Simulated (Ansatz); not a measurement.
# GaN with vanadium replacing Ga: do the settings matter for the field gradients?

This input was run with Ansatz:

```yaml
crystal:
  lattice:
    - [6.36, 0.0, 0.0]
    - [-4.77, 8.261882352, 0.0]
    - [0.0, 0.0, 10.332]
  atoms:
    - { symbol: V, position: [0.1666666666, 0.2222222222, 0.0], spin: 2.0 }
    - { symbol: Ga, position: [0.1666666666, 0.2222222222, 0.5] }
    - { symbol: Ga, position: [0.1666666666, 0.5555555556, 0.0] }
    - { symbol: Ga, position: [0.1666666666, 0.5555555556, 0.5] }
    - { symbol: Ga, position: [0.1666666666, 0.8888888889, 0.0] }
    - { symbol: Ga, position: [0.1666666666, 0.8888888889, 0.5] }
    - { symbol: Ga, position: [0.6666666666, 0.2222222222, 0.0] }
    - { symbol: Ga, position: [0.6666666666, 0.2222222222, 0.5] }
    - { symbol: Ga, position: [0.6666666666, 0.5555555556, 0.0] }
    - { symbol: Ga, position: [0.6666666666, 0.5555555556, 0.5] }
    - { symbol: Ga, position: [0.6666666666, 0.8888888889, 0.0] }
    - { symbol: Ga, position: [0.6666666666, 0.8888888889, 0.5] }
    - { symbol: Ga, position: [0.3333333334, 0.1111111111, 0.25] }
    - { symbol: Ga, position: [0.3333333334, 0.1111111111, 0.75] }
    - { symbol: Ga, position: [0.3333333334, 0.4444444444, 0.25] }
    - { symbol: Ga, position: [0.3333333334, 0.4444444444, 0.75] }
    - { symbol: Ga, position: [0.3333333334, 0.7777777778, 0.25] }
    - { symbol: Ga, position: [0.3333333334, 0.7777777778, 0.75] }
    - { symbol: Ga, position: [0.8333333334, 0.1111111111, 0.25] }
    - { symbol: Ga, position: [0.8333333334, 0.1111111111, 0.75] }
    - { symbol: Ga, position: [0.8333333334, 0.4444444444, 0.25] }
    - { symbol: Ga, position: [0.8333333334, 0.4444444444, 0.75] }
    - { symbol: Ga, position: [0.8333333334, 0.7777777778, 0.25] }
    - { symbol: Ga, position: [0.8333333334, 0.7777777778, 0.75] }
    - { symbol: "N", position: [0.1666666666, 0.2222222222, 0.1875] }
    - { symbol: "N", position: [0.1666666666, 0.2222222222, 0.6875] }
    - { symbol: "N", position: [0.1666666666, 0.5555555556, 0.1875] }
    - { symbol: "N", position: [0.1666666666, 0.5555555556, 0.6875] }
    - { symbol: "N", position: [0.1666666666, 0.8888888889, 0.1875] }
    - { symbol: "N", position: [0.1666666666, 0.8888888889, 0.6875] }
    - { symbol: "N", position: [0.6666666666, 0.2222222222, 0.1875] }
    - { symbol: "N", position: [0.6666666666, 0.2222222222, 0.6875] }
    - { symbol: "N", position: [0.6666666666, 0.5555555556, 0.1875] }
    - { symbol: "N", position: [0.6666666666, 0.5555555556, 0.6875] }
    - { symbol: "N", position: [0.6666666666, 0.8888888889, 0.1875] }
    - { symbol: "N", position: [0.6666666666, 0.8888888889, 0.6875] }
    - { symbol: "N", position: [0.3333333334, 0.1111111111, 0.4375] }
    - { symbol: "N", position: [0.3333333334, 0.1111111111, 0.9375] }
    - { symbol: "N", position: [0.3333333334, 0.4444444444, 0.4375] }
    - { symbol: "N", position: [0.3333333334, 0.4444444444, 0.9375] }
    - { symbol: "N", position: [0.3333333334, 0.7777777778, 0.4375] }
    - { symbol: "N", position: [0.3333333334, 0.7777777778, 0.9375] }
    - { symbol: "N", position: [0.8333333334, 0.1111111111, 0.4375] }
    - { symbol: "N", position: [0.8333333334, 0.1111111111, 0.9375] }
    - { symbol: "N", position: [0.8333333334, 0.4444444444, 0.4375] }
    - { symbol: "N", position: [0.8333333334, 0.4444444444, 0.9375] }
    - { symbol: "N", position: [0.8333333334, 0.7777777778, 0.4375] }
    - { symbol: "N", position: [0.8333333334, 0.7777777778, 0.9375] }
magnetization:
  spin_polarized: true
kpoints:
  mp_grid: { grid: [4, 3, 2] }
scf:
  occupations: { method: gaussian, width: 0.3 }
hamiltonian:
  xc: pbe
  pseudopotentials: { kind: paw }
output:
  forces: true
  stress: true
  populations: true
  efg:
    quadrupole_moments_barn: { V: -0.052, Ga: 0.107, "N": 0.02044 }
    contact_densities: true
basis:
  ecutrho_ratio: 6
```

```sh
ansatz run input.yaml --threads 4 --pin off --max-ram 10240MiB --backend cpu --events-out ev --progress --plain --runs-dir out
```

It converged. Of its output the block on the nuclei alone is shown, without the SCF iterations, energies, forces and stress (one atom of each set, the first 14 sets):

```
--- PAW observables at the nuclei: V_zz in 10²¹ V/m², potentials from the cell's mean, atoms counted from 1 ---
  atom   1  V  V_zz =    -0.269034   η = 0.4479   by run symmetry: allowed   C_q = +0.3383 MHz
            electrostatic potential = -2694.012035 V   contact ρ = 66005.928987 e/Å³   contact ρ_s (e/Å³): all electrons -1.147660, valence +1.592354
  atom   2  Ga V_zz =    -0.069959   η = 0.0325   by run symmetry: allowed   C_q = -0.1810 MHz
            electrostatic potential = -4134.820282 V   contact ρ = 187399.490415 e/Å³   contact ρ_s (e/Å³): all electrons +0.003522, valence +0.003506
  atom   3  Ga V_zz =    +0.498916   η = 0.7921   by run symmetry: allowed   C_q = +1.2908 MHz
            electrostatic potential = -4134.786383 V   contact ρ = 187399.735209 e/Å³   contact ρ_s (e/Å³): all electrons +0.631445, valence +0.626450
  atom   4  Ga V_zz =    -0.191849   η = 0.0657   by run symmetry: allowed   C_q = -0.4964 MHz
            electrostatic potential = -4134.831392 V   contact ρ = 187399.464666 e/Å³   contact ρ_s (e/Å³): all electrons +0.026556, valence +0.026350
  atom   5  Ga V_zz =    +0.526719   η = 0.6720   by run symmetry: allowed   C_q = +1.3628 MHz
            electrostatic potential = -4134.785901 V   contact ρ = 187399.735158 e/Å³   contact ρ_s (e/Å³): all electrons +0.613940, valence +0.609089
  atom   6  Ga V_zz =    -0.188058   η = 0.0889   by run symmetry: allowed   C_q = -0.4866 MHz
            electrostatic potential = -4134.831364 V   contact ρ = 187399.467047 e/Å³   contact ρ_s (e/Å³): all electrons +0.025603, valence +0.025403
  atom   7  Ga V_zz =    +0.771437   η = 0.4552   by run symmetry: allowed   C_q = +1.9959 MHz
            electrostatic potential = -4134.759387 V   contact ρ = 187400.053117 e/Å³   contact ρ_s (e/Å³): all electrons +1.264286, valence +1.254265
  atom   8  Ga V_zz =    -0.165221   η = 0.1774   by run symmetry: allowed   C_q = -0.4275 MHz
            electrostatic potential = -4134.827659 V   contact ρ = 187399.470961 e/Å³   contact ρ_s (e/Å³): all electrons +0.052012, valence +0.051603
  atom   9  Ga V_zz =    +0.491726   η = 0.7903   by run symmetry: allowed   C_q = +1.2722 MHz
            electrostatic potential = -4134.785679 V   contact ρ = 187399.705192 e/Å³   contact ρ_s (e/Å³): all electrons +0.592907, valence +0.588217
  atom  11  Ga V_zz =    +0.518050   η = 0.6991   by run symmetry: allowed   C_q = +1.3403 MHz
            electrostatic potential = -4134.786107 V   contact ρ = 187399.714914 e/Å³   contact ρ_s (e/Å³): all electrons +0.575821, valence +0.571275
  atom  12  Ga V_zz =    -0.188904   η = 0.1006   by run symmetry: allowed   C_q = -0.4887 MHz
            electrostatic potential = -4134.831539 V   contact ρ = 187399.469169 e/Å³   contact ρ_s (e/Å³): all electrons +0.024385, valence +0.024194
  atom  13  Ga V_zz =    +0.692147   η = 0.7172   by run symmetry: allowed   C_q = +1.7908 MHz
            electrostatic potential = -4134.806292 V   contact ρ = 187399.649776 e/Å³   contact ρ_s (e/Å³): all electrons +0.401591, valence +0.398664
  atom  14  Ga V_zz =    +0.301814   η = 0.7021   by run symmetry: allowed   C_q = +0.7809 MHz
            electrostatic potential = -4134.786005 V   contact ρ = 187399.758615 e/Å³   contact ρ_s (e/Å³): all electrons +0.559885, valence +0.555411
  atom  15  Ga V_zz =    +0.713308   η = 0.6592   by run symmetry: allowed   C_q = +1.8455 MHz
            electrostatic potential = -4134.807986 V   contact ρ = 187399.643102 e/Å³   contact ρ_s (e/Å³): all electrons +0.376938, valence +0.374210
```

(1) Can these gradients be trusted, and how do they compare with a run on standard settings?

Answers

(1) Not as converged values. Against the standard input the change is `scf.occupations.method`: fermi_dirac → gaussian; `scf.occupations.width`: 0.01 → 0.3; `basis.ecutrho_ratio`: not typed → 6. A site carries the number of its first atom; V_zz in 10²¹ V/m².

```json
{"site": "V", "atom": "1", "V_zz standard": "0.86", "η standard": "0.27", "V_zz here": "-0.27", "η here": "0.45"}
{"site": "Ga3", "atom": "3", "V_zz standard": "0.48", "η standard": "0.82", "V_zz here": "0.50", "η here": "0.79"}
{"site": "Ga7", "atom": "7", "V_zz standard": "0.86", "η standard": "0.41", "V_zz here": "0.77", "η here": "0.46"}
{"site": "Ga9", "atom": "9", "V_zz standard": "0.48", "η standard": "0.81", "V_zz here": "0.49", "η here": "0.79"}
{"site": "Ga15", "atom": "15", "V_zz standard": "0.74", "η standard": "0.62", "V_zz here": "0.71", "η here": "0.66"}
{"site": "Ga16", "atom": "16", "V_zz standard": "0.32", "η standard": "0.59", "V_zz here": "0.29", "η here": "0.67"}
{"site": "Ga19", "atom": "19", "V_zz standard": "0.68", "η standard": "0.73", "V_zz here": "0.69", "η here": "0.71"}
{"site": "N25", "atom": "25", "V_zz standard": "-2.22", "η standard": "0.04", "V_zz here": "-2.21", "η here": "0.01"}
{"site": "N32", "atom": "32", "V_zz standard": "-0.10", "η standard": "0.77", "V_zz here": "-0.11", "η here": "0.87"}
{"site": "N38", "atom": "38", "V_zz standard": "-2.24", "η standard": "0.11", "V_zz here": "-2.24", "η here": "0.07"}
{"site": "N44", "atom": "44", "V_zz standard": "-2.24", "η standard": "0.11", "V_zz here": "-2.23", "η here": "0.07"}
{"site": "N40", "atom": "40", "V_zz standard": "-2.19", "η standard": "0.01", "V_zz here": "-2.19", "η here": "0.02"}
```

The largest change of V_zz along a kept axis is on Ga7, from 0.86 to 0.77. The whole tensor moves most on V, by 0.74 along its most changed direction. In per cent, |V_zz| changes by -1 to 0 on N (all sites that start above 2). On V the largest principal value lies along another axis in the second run, so the two V_zz can't be compared directly. The table leaves out 35 of the 47 sites, with |V_zz| up to 0.70; their tensors move by 0.03 at most along any direction. The statements above cover all sites. SCF iterations: 13 and 13. In the changed run the smearing of 0.30 eV is wide against a gap of 0.0 eV, so its values aren't converged ones.

On the reference run: The defect repeats with the cell of 48 atoms, so it feels its images: sites between two images don't show the values beside a lone defect, and zeros or small values of η there can come from the images' arrangement. Ga and N carry a gradient in the pure host already, so the values there aren't the defect's effect alone. The shape of the repeated cell lowers the symmetry of the defect's site from 3m to 1, so η and the spread among like neighbours partly reflect the cell. The defect cell has no gap above 0.1 eV on its mesh, so the values can hang on the smearing and the k-mesh. The cell keeps the host's lattice, and with the defect in it the PBE pressure is 8 GPa. The neighbours have not yet relaxed around the defect (largest force 0.43 eV/Å), and relaxing can change the values around it severalfold.
